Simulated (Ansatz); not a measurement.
Li$_{5}$NCl$_{2}$:
Space group R-3m, hexagonal axes (No. 166); a = 3.623 Å, b = 3.623 Å, c = 28.561 Å, α = 90.00°, β = 90.00°, γ = 120.00°

| atom | site | symmetry | x | y | z |
|---|---|---|---|---|---|
| Li | 3b | -3m | 0.0000 | 0.0000 | 0.5000 |
| Li | 6c | 3m | 0.0000 | 0.0000 | 0.0667 |
| Li | 6c | 3m | 0.0000 | 0.0000 | 0.3257 |
| N | 3a | -3m | 0.0000 | 0.0000 | 0.0000 |
| Cl | 6c | 3m | 0.0000 | 0.0000 | 0.2184 |
(The calculation used a cell of 8 atoms; values per cell refer to that cell.)

Relaxed with r²SCAN. DFT-r²SCAN in the program Ansatz with PAW potentials gives a gap of 2.55 eV.

Problem. What gap does HSE06 give on the same cell (Ansatz, PAW)?

Solution. 3.12 eV, 0.57 eV more. The hybrid was solved on a coarser mesh and at special points; its gap is the smallest among all of these.

| k | v1 r²SCAN | c1 r²SCAN | v1 HSE06 | c1 HSE06 |
|---|---|---|---|---|
| Γ | 0.00 | 2.67 | … | … |
| T | 0.00 | 3.34 | … | … |
| L | -0.74 | 2.55 | -0.80 | 3.12 |
| F | -0.72 | 3.22 | … | … |
| S0 | -0.60 | 3.86 | -0.65 | 4.48 |
| H0 | -0.60 | 3.83 | … | … |

Problem. Top valence (v1) and lowest conduction level (c1) in eV from each method's valence maximum (which need not be a listed point): supply the withheld HSE06 values.

Solution. 
- Γ, v1 HSE06: 0.00
- Γ, c1 HSE06: 3.20
- T, v1 HSE06: 0.00
- T, c1 HSE06: 3.89
- F, v1 HSE06: -0.78
- F, c1 HSE06: 3.81
- H0, v1 HSE06: -0.65
- H0, c1 HSE06: 4.45

Cost on shared cores: the r²SCAN run (SCF on a 9×9×9 mesh, then bands and DOS) roughly 3 core-minutes, the HSE06 run (SCF on 5×5×5, then a few points) very roughly 12 core-minutes; the tasks are unlike.

The first step of the workflow began from a Materials Project structure, measured or hypothetical; the Crystallography Open Database copy checked does not list it. Whether it is the stable phase at ambient conditions was not checked. Symmetry was held in the r²SCAN relaxation; whether a distortion lowers the energy is not shown.

Potentials: the later of the program's two PAW sets.
